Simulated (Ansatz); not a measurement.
## MgSe2O5 — 25Mg NMR of the central transition

Cell: a Materials Project structure (computed, not necessarily an observed phase), ions relaxed with PBE at fixed cell.

Space group Pbcn (No. 60); a = 6.8256, b = 10.3952, c = 6.0184 Å.

| site | Wyckoff | site symmetry | x | y | z |
| --- | --- | --- | --- | --- | --- |
| Mg | 4c | .2. | 0.0000 | 0.5599 | 0.7500 |
| Se | 8d | 1 | 0.1338 | 0.8450 | 0.5279 |
| O13 | 4c | .2. | 0.5000 | 0.5665 | 0.2500 |
| O17 | 8d | 1 | 0.1950 | 0.7069 | 0.6577 |
| O25 | 8d | 1 | 0.3447 | 0.0677 | 0.0474 |

One atom of each set is listed.

Method: Kohn–Sham DFT in Ansatz, PBE, plane waves and PAW, scalar-relativistic, 420 eV cutoff, Γ-centred 3×2×4 k-points, Fermi–Dirac smearing 0.02 eV.

25Mg has I = 5/2 and Q = 199.4 mb (Pyykkö 2018); at 28.2 T its Larmor frequency is ν₀ = 73.6 MHz. Only the quadrupole interaction is simulated: positions count from each site's isotropic chemical shift, and J coupling is left out, as are shift anisotropy and dipolar coupling, which fast spinning averages.

**Question.** What does the 25Mg spectrum (fast magic-angle spinning) show for each site?

**Answer.** 

```csv
site,first shell,C_Q (MHz),η,P_Q (MHz),δ_QIS (ppm),breadth (kHz)
Mg,6 O at 2.08–2.10 Å,-2.93,0.09,2.94,-9.56,1.55
```

δ_QIS = −(ν_Q²/30ν₀²)[I(I+1) − 3/4](1 + η²/3) × 10⁶ ppm with ν_Q = 3|C_Q|/[2I(2I−1)]; it falls as 1/B₀² in ppm, and the breadth as 1/B₀ in kHz.

The relaxation (5 steps) took 3.7 min of wall time (3.7 min of CPU time) and 1.3 GiB at its peak, on 1 thread of Intel Xeon Platinum 8488C (Sapphire Rapids) (x86_64; 4 cores open to the job, memory cap 3.0 GiB, no GPU), a shared host with a load of 0.2 a core.
